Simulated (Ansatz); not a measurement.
# Structure relaxation, TaAs

The start is a randomly generated symmetric cell of TaAs (space group No. 99). Cell shape, volume and atoms are optimised at zero target pressure with r2SCAN (plane waves to 500 eV, PAW, scalar-relativistic; Ansatz, an electronic-structure program). First-step values are on the input's coarse k-mesh.

Ansatz input (later rounds restart from its end on a renewed k-mesh):
Ansatz 0.2 input:
```yaml
crystal:
  lattice:
    - [5.3072243, 0, 0]
    - [0, 5.3072243, 0]
    - [0, 0, 2.7435413]
  atoms:
    - { symbol: As, position: [0.5, 0, 0.08863138] }
    - { symbol: As, position: [0, 0.5, 0.08863138] }
    - { symbol: Ta, position: [0.5, 0.5, 0.48028724] }
    - { symbol: Ta, position: [0, 0, 0.58712478] }
basis: { ecutwfc: 500, ecutrho_ratio: 4, xc_grid: 4, fft_grid_basis: typed }
kpoints: { mp_grid: { grid: [5, 5, 8] } }
hamiltonian:
  xc: r2scan
  dispersion: none
  pseudopotentials: { kind: paw }
scf: { occupations: { method: fermi_dirac, width: 0.05 } }
relax: { f_tol: 0.01, max_steps: 100, cell: { stress_tol: 0.02 } }
output: { forces: true, stress: true }
```

Task: What pressure does the first self-consistent step give?

Result: -13 GPa (negative: the cell is under tension).

Task: Does the structure survive the relaxation? Give the final space group.

Result: The space group goes from P4mm (No. 99) to Pm-3m (No. 221); the end is CsCl type, with 2 atoms in the primitive cell.

Task: How does the volume per atom move from start to end?

Result: -15.3 %, from 19.32 to 16.36 Å³/atom.

Task: How do the shortest distances between atoms change?

Result: The closest pairs of elements (up to four, under 3.6 Å), start → end: Ta–Ta 2.74 → 3.20 Å; As–As 2.74 → 3.20 Å; As–Ta 2.86 → 2.77 Å.

Task: Is the relaxed structure metallic? Give its gap.

Result: No gap (metallic).

Task: What does it relax into? Give the structure.

Result: 
Space group Pm-3m (No. 221); a = b = c = 3.1987 Å, α = β = γ = 90.00°

```json
[
 {"atom": "As", "site": "1b", "symmetry": "m-3m", "x": "0.5000", "y": "0.5000", "z": "0.5000"},
 {"atom": "Ta", "site": "1a", "symmetry": "m-3m", "x": "0.0000", "y": "0.0000", "z": "0.0000"}
]
```

Final values are on a 15×15×15 k-mesh of the relaxed cell. No spin polarisation in the result.

The run could not lose the symmetry of its start, so the end can be a saddle point.

The relaxed structure here is a generated cell of TaAs: the first start was made by a random draw of sites in a space group, and the end was not matched to a known phase here, so it may be hypothetical. Known forms of TaAs include space group No. 109.
